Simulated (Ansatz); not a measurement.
Bi$_{2}$Se$_{3}$ (Bi2Te3 type, space group R-3m)

Space group R-3m, hexagonal axes (No. 166); a = b = 4.1443 Å, c = 28.4480 Å, α = β = 90.00°, γ = 120.00°

```
atom  site  symmetry       x       y       z
----  ----  --------  ------  ------  ------
Bi      6c        3m  0.0000  0.0000  0.4009
Se      3a       -3m  0.0000  0.0000  0.0000
Se      6c        3m  0.0000  0.0000  0.2105
```
(The calculation used a cell of 5 atoms; values per cell refer to that cell.)

The volume is varied about the relaxed value V₀ at fixed cell shape. The atoms relax within the cell's symmetry.

Level of theory: PBE-D3(BJ) (plane waves to 420 eV, PAW, scalar-relativistic; Ansatz, an electronic-structure program). k mesh 9×9×9 (Γ-centred), Fermi-Dirac smearing 0.05 eV. The energy includes the smearing's −TS. With the shape held, the modulus is that of even scaling; a crystal free to change shape is softer. Bi2Se3 was relaxed with its symmetry unable to fall. Spin-orbit coupling is left out, though Bi is heavy. ΔE is measured from the relaxed starting cell.

| V (Å³/atom) | ΔE (meV/atom) |
|---|---|
| 25.389 | 46.4 |
| 25.859 | 30.8 |
| 26.329 | 18.9 |
| 26.799 | 10.2 |
| 27.269 | 4.3 |
| 27.739 | 1.0 |
| 28.210 | 0.0 |
| 28.680 | 0.9 |
| 29.150 | 3.6 |
| 29.620 | 7.8 |
| 30.090 | 13.3 |
| 30.560 | 19.9 |
| 31.031 | 27.5 |

### Question
What is the fitted pressure derivative B₀′?

### Answer
6.7.

### Question
What bulk modulus at fixed cell shape B₀ follows from a third-order Birch-Murnaghan fit?

### Answer
40.1 GPa.

(A scan under strain: stresses follow from slopes of the energy per volume, elastic moduli from its curvatures.)
